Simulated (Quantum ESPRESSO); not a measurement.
# Moving one atom in AgAl2InMgTa3

All numbers below are calculated, not measured. They come from Quantum ESPRESSO 7.5, a public plane-wave density functional program. Each row is one single-point run on a made-up periodic cell of eight metal atoms, with elements, volume, strain and displacements drawn at random and not relaxed, so a cell may be unstable or far from any real phase. There is no spin polarisation or spin-orbit coupling.

Settings: PBE unless stated; PseudoDojo standard norm-conserving files; Fermi-Dirac width 0.25 eV, which means electrons at about 2900 K; cutoff 1143 eV; 8 x 5 x 3 k mesh shifted half a step off Gamma. E is the free energy of the whole cell (internal energy minus TS), so a -TS column is already part of it. Stress is positive in tension, and the pressure P is minus a third of its trace.

Checks: one run of this series was repeated at a higher cutoff and on a denser mesh, which moved values by no more than 0.003 eV, 0.14 GPa and 0.007 eV/Å, and a second program with other atomic files agreed on it to 2 % rms in force and 0.5 GPa in pressure. Known limits: heavy elements are run without spin-orbit coupling, which real alloys of them have; a spin test at this wide smearing found no moment, but such smearing suppresses magnetism that the real alloy may have.

The lattice is hexagonal close-packed, and the cell vectors in Å are (-3.087, 0.000, 0.000); (0.000, 5.347, 0.000); (1.544, -2.674, -9.643), a volume of 159.19 Å³. The elements on sites 1 to 8 are Ta Ag In Al Mg Ta Ta Al. The runs move the In atom on site 3 by u along y from its drawn, already displaced place and keep all else fixed. Forces are on that atom, and E is counted from run 5.

```
run,u (Å),Fx (eV/Å),Fy (eV/Å),Fz (eV/Å),P (GPa),E (meV)
1,-0.1142,-0.001,1.463,-1.429,-5.29,148.0
2,-0.0999,?,?,?,?,?
3,-0.0693,0.000,1.161,-1.375,-5.53,89.1
4,-0.0439,0.001,0.993,-1.344,-5.64,61.7
5,0.0434,0.000,0.421,-1.238,-5.91,0.0
6,0.0645,-0.001,0.281,-1.212,-5.95,-7.4
7,0.1134,-0.003,-0.049,-1.156,-5.99,-13.1
```

## Worked fit

A parabola through the runs shown gives Fy = 0.706 - 6.62 u - 0.1 u² eV/Å, with an error of 0.02 on the linear term and a scatter of 0.004 eV/Å. Minus its integral from run 1 to run 7 is -161 meV, and the table's energies differ by -161 meV.

## Withheld run

Question: what Fy should run 2 give?

The fit gives 1.366 ± 0.005 eV/Å. The calculation gave 1.366 eV/Å.
